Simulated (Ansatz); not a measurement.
Input:

Ag:
```
CELL_PARAMETERS angstrom
      0.00000     2.02672     2.02672
      2.02672     0.00000     2.02672
      2.02672     2.02672     0.00000
ATOMIC_POSITIONS crystal
  Ag 0.00000 0.00000 0.00000
```

This is the PBEsol-relaxed structure.

Task: All from plane-wave PAW PBEsol (Ansatz code), unless another level is named. Predict the density of states at the Fermi level.

Result: 0.26 states/eV per atom (mean over ±0.08 eV).

Task: And the gap with spin–orbit coupling?

Result: none (metallic).

Space group Fm-3m (fcc (Cu type)). Symmetry was held in the PBEsol relaxation; phonons on a q-mesh show no instability. The run is not spin-polarised. Spin–orbit coupling is left out wherever it is not named.

Potentials: the earlier of the program's two PAW sets.
